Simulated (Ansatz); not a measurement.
Ansatz input

```yaml
crystal:
  lattice:
    - [14.0, 0.0, 0.0]
    - [0.0, 14.4, 0.0]
    - [0.0, 0.0, 14.8]
  atoms:
    - { symbol: Mg, position: [0.5, 0.5, 0.5], spin: 0.01 }
  symmetry: { detect: false, time_reversal: true }
hamiltonian:
  xc: mr2scan
  pseudopotentials:
    kind: paw
    azcp:
      Mg: "pseudopotentials/Mg.paw.azcp"
basis:
  ecutwfc: 500
  fft_grid_basis: typed
kpoints:
  mp_grid: { grid: [1, 1, 1], shift: [0, 0, 0] }
magnetization:
  spin_polarized: true
scf:
  occupations: { method: fermi_dirac, width: 0.01 }
```

and its output:

```
Engine: ansatz 0.2.0, aarch64-unknown-linux-gnu
Pseudopotentials: kind: paw
Pseudopotential: Mg, paw, valence charge 10, recommended cutoff 500 eV (meta_gga) 
Functional definition: m-r2SCAN
  exchange = m_r2scan_x
  correlation = m_r2scan_c
Crystal: 1 atoms, lattice volume = 2983.680 Å³
Basis set: ecut = 500 eV, 75747 PW (Γ), exchange–correlation on 432×432×432 points (64 copies of the dense FFT grid, shifted against one another)
Bands: 10, of which v1, the nominal top of the filled ones, is band 5 counted from 1 (4 counted from 0)
Symmetry: 1 space group operations
k-points: 1
Non-local potential: Mg, projectors of the file, l = 0: 3, l = 1: 2, l = 2: 1
PAW form: soft (Blöchl's): semilocal exchange-correlation on the pseudo side does not see the compensation charge
PAW frozen core: Mg, regenerated for the run's functional (the file was generated under x = pbe(κ = 0.804, μ = 0.2195149727645171), c = pbe(β = 0.06672455060314922))
PAW one-centre angular grid: Mg, 302 points (default); XC on 160 Gauss nodes
Initial density: superposition of atomic densities (neutral atoms: chi_scale 0, normalization atom)
Starting moments: Σ|m| = 0.01 μB on 1 of 1 site
Initial wavefunctions: pseudopotential atomic-orbital guess
Functional: x = mr2scan, c = mr2scan; τ floored in thin density (d = 2e-4 eV/Å³)
iter 1 solved again at ethr=3.61e-5 eV; its pass at ethr=3.10e-3 eV (dr2=3.61e-3 eV) is discarded
SCF iter   1: F=—  HF=-1924.698512 eV  |F-HF|=—  |Δ(HF+E_count)|=         —  Δρ=3.63e-4 (↑2.31e-4 ↓3.63e-4)  dr2=3.92e-3  dr2_τ=2.94e-5  dr2_m=2.05e-4  M=0.000 μB ∫|m|=0.000 μB  β_m=0.30  ethr=3.61e-5  ⟨swp⟩=2.0  Hψ=236  notcnv=0
spin=Collinear: Resta preconditioning applied to the charge; magnetization (m = ρ↑ − ρ↓) channel mixes plain (no charge-response kernel on spin).
SCF iter   2: F=—  HF=-1924.695708 eV  |F-HF|=—  |Δ(HF+E_count)|=   2.80e-3  Δρ=2.14e-4 (↑1.28e-4 ↓2.14e-4)  dr2=1.49e-3  dr2_τ=9.78e-6  dr2_m=1.02e-4  M=0.000 μB ∫|m|=0.000 μB  β_m=0.30  ethr=3.61e-5  ⟨swp⟩=7.0  Hψ=60  notcnv=0  κ⁻¹=1.0e0(r=1)
SCF iter   3: F=—  HF=-1924.695252 eV  |F-HF|=—  |Δ(HF+E_count)|=   4.56e-4  Δρ=5.51e-5 (↑5.51e-5 ↓3.85e-5)  dr2=1.11e-4  dr2_τ=1.60e-6  dr2_m=5.10e-5  M=0.000 μB ∫|m|=0.000 μB  β_m=0.30  ethr=1.49e-5  ⟨swp⟩=8.0  Hψ=70  notcnv=0  κ⁻¹=6.2e-3(r=2)
SCF iter   4: F=—  HF=-1924.695261 eV  |F-HF|=—  |Δ(HF+E_count)|=   9.50e-6  Δρ=3.87e-5 (↑3.87e-5 ↓2.35e-5)  dr2=4.76e-6  dr2_τ=1.39e-7  dr2_m=2.55e-5  M=0.000 μB ∫|m|=0.000 μB  β_m=0.30  ethr=1.11e-6  ⟨swp⟩=10.0  Hψ=68  notcnv=0  κ⁻¹=4.8e-5(r=3)
SCF iter   5: F=—  HF=-1924.695264 eV  |F-HF|=—  |Δ(HF+E_count)|=   3.33e-6  Δρ=2.39e-5 (↑2.39e-5 ↓1.95e-5)  dr2=7.50e-7  dr2_τ=6.23e-8  dr2_m=1.28e-5  M=0.000 μB ∫|m|=0.000 μB  β_m=0.30  ethr=4.76e-8  ⟨swp⟩=3.0  Hψ=43  notcnv=0  κ⁻¹=2.3e-6(r=4)
SCF iter   6: F=—  HF=-1924.695265 eV  |F-HF|=—  |Δ(HF+E_count)|=   4.23e-7  Δρ=1.60e-5 (↑1.60e-5 ↓1.46e-5)  dr2=2.70e-7  dr2_τ=2.95e-8  dr2_m=6.36e-6  M=0.000 μB ∫|m|=0.000 μB  β_m=0.30  ethr=7.50e-9  ⟨swp⟩=5.0  Hψ=48  notcnv=0
Mixer restart at iter 6: flushing history
spin-set hold released at iteration 6 (site moments contracting): the magnetisation degrees of freedom join the quasi-Newton model from the next iteration; the mixer history was flushed
SCF iter   7: F=—  HF=-1924.695265 eV  |F-HF|=—  |Δ(HF+E_count)|=   1.46e-8  Δρ=1.12e-5 (↑1.12e-5 ↓1.04e-5)  dr2=1.13e-7  dr2_τ=1.44e-8  dr2_m=3.18e-6  M=0.000 μB ∫|m|=0.000 μB  β_m=0.30  ethr=1.00e-9  ⟨swp⟩=2.0  Hψ=38  notcnv=0  κ⁻¹=1.0e0(r=1)
SCF iter   8: F=—  HF=-1924.695265 eV  |F-HF|=—  |Δ(HF+E_count)|=   1.84e-8  Δρ=3.56e-7 (↑1.06e-7 ↓3.56e-7)  dr2=3.78e-9  dr2_τ=2.05e-11  dr2_m=6.35e-10  M=0.000 μB ∫|m|=0.000 μB  β_m=0.30  ethr=1.00e-9  ⟨swp⟩=3.0  Hψ=40  notcnv=0  κ⁻¹=1.6e-4(r=2)
SCF iter   9: F=—  HF=-1924.695265 eV  |F-HF|=—  |Δ(HF+E_count)|=   6.29e-8  Δρ=7.92e-8 (↑5.78e-8 ↓7.92e-8)  dr2=3.32e-10  dr2_τ=4.14e-12  dr2_m=8.17e-11  M=0.000 μB ∫|m|=0.000 μB  β_m=0.30  ethr=3.78e-11  ⟨swp⟩=3.0  Hψ=44  notcnv=0  κ⁻¹=6.2e-5(r=3)
SCF iter  10: F=—  HF=-1924.695265 eV  |F-HF|=—  |Δ(HF+E_count)|=   8.14e-8  Δρ=4.26e-8 (↑4.26e-8 ↓1.49e-8)  dr2=1.89e-11  dr2_τ=4.65e-13  dr2_m=1.82e-11  M=0.000 μB ∫|m|=0.000 μB  β_m=0.30  ethr=3.32e-12  ⟨swp⟩=3.0  Hψ=44  notcnv=0  κ⁻¹=2.4e-6(r=4)
SCF iter  11: F=-1924.695265 eV  HF=-1924.695265 eV  |F-HF|=5.17e-10  |Δ(HF+E_count)|=  5.52e-10  Δρ=9.99e-9 (↑9.99e-9 ↓6.36e-9)  dr2=6.51e-13  dr2_τ=5.60e-14  dr2_m=1.77e-12  M=0.000 μB ∫|m|=0.000 μB  ethr=1.00e-12  ⟨swp⟩=3.0  Hψ=40  notcnv=0
SCF 1 converged in 11 iterations: F = -1924.695265 eV  dr2 = 6.51e-13
iteration 11: the least curvature of the free energy that was read at this close is 0.993 (0.993 in the run's own bands): not negative
WARN: the starting moments were not kept: the SCF closed with an absolute magnetisation of 3.2e-7 μB, where they sum to 0.01 μB in size (1 site). That is at most 0.1 of that sum. Measured as dr2_m measures the in/out step, that magnetisation stands 7.0e-14 eV from none, at or under the dr2_threshold of 1.0e-7 eV: it is no larger than a step whose dr2_m would equal this threshold. The system may hold no moment; this SCF shows only that its start led to no more than that. To try another start: raise the starting moments (crystal.atoms[].spin, magnetization.per_species, magnetization.initial_magnetization, or on a non-collinear deck that types none of these the spinor_matrix: blocks that start its atoms; where the total moment is fixed, keep their sum and leave initial_magnetization as it is; typed ones take the place of any that the run laid by itself, positive ones on a crystal's lanthanoids without a Hubbard term where scf.initial_density.shell_occupations: [] is typed) or, if the notice of its spin-set hold's release reads "site moments contracting" or "site moments show no strong build", lengthen the hold (scf.mixing.spin_hold: { on: { confirm: 4 } }; for m-r²SCAN on two components see the key's manual first). Each may lead to a state that holds a moment. A second SCF, from the converged charge density, with the starting moments and any scf.initial_density.shell_occupations laid on it anew, would have followed, and was not run: the deck does not ask for one (magnetization.retry_lost_moments is false, the default). To let it run, set magnetization.retry_lost_moments: true and run the deck again, where that key's refused combinations let it; where memory then withholds it, that run's warning says so.
this state was not tested for a lower state beside it, because the mixer in use, unlike msr1, does not test its closes by its own steps (another_mixer; see scf.mixing.algorithm and scf.lower_state_search)
SCF converged after 11 iterations
Magnetization: 0.0000 μB (5.0000 up, 5.0000 down)
Absolute magnetization: 0.0000 μB (∫|ρ↑−ρ↓|, with the PAW one-centre terms)
Spin contamination: 0.0000 ħ² per cell (⟨S²⟩ above its minimum at these occupations)
Per-site moments (μB) at R_I (Å): [(1.056250178295182e-10, 5.775)]
Free energy (F): -1924.695265 eV
Harris-Foulkes:  -1924.695265 eV  (|F-HF|=5.17e-10)
Internal energy: -1924.695265 eV  (E = F + TS)
E sigma→0 (E₀):  -1924.695265 eV
Fermi energy:    -2.916972 eV
--- Per-component energies (eV) ---
  E_band       = -462.701342
  E_kinetic    = 71.343896
  E_local      = -2708.139681  (includes V_loc(G=0)·N_el)
  E_nonlocal   = 97.715399
  E_hartree    = 1076.951296
  E_xc         = -23.315149
  E_vxc        = -34.462287  (∫ρ·V_xc dr)
  E_paw        = -297.438237  (= ΣΔE_a)
  E_vpaw       = -45.856070  (= ΣTr[D̂ρ^β])
  E_aug_tail   = -0.000001  (compensation charges beyond the density's cutoff)
  E_vtau       = 2.794839  (kinetic-family band-sum trace: ∫τ·v_τ [+ j·A + Jᵃ·Aᵃ] dr)
  E_ewald      = -141.786580
  E_core_change = -0.026208  (= ΣΔE_core)
  E_smearing   = -0.000000  (= −TS)
  E_closure    = -0.000000  (closes the sum)
  Σ components = -1924.695265   (vs F -1924.695265, Δ=0.00e0)
--- Band table (eV) ---
  k-point 0 ↑: bands = ["-82.8247", "-47.9304", "-47.9304", "-47.9304", "-4.7348", "-1.0887", "-1.0882", "-1.0876", "0.1225", "0.7547"]
  k-point 0 ↓: bands = ["-82.8247", "-47.9304", "-47.9304", "-47.9304", "-4.7348", "-1.0888", "-1.0882", "-1.0876", "0.1225", "0.7547"]
```

Launched by

```sh
ansatz run input.yaml --threads 4 --pin off --max-ram 8192MiB --backend cpu --events-out ev --progress --plain --runs-dir out
```

On 4 threads of Arm Neoverse N1 (shared host) this took about 200 s of wall time and 790 s of CPU time, with 5.4 GiB at the peak.
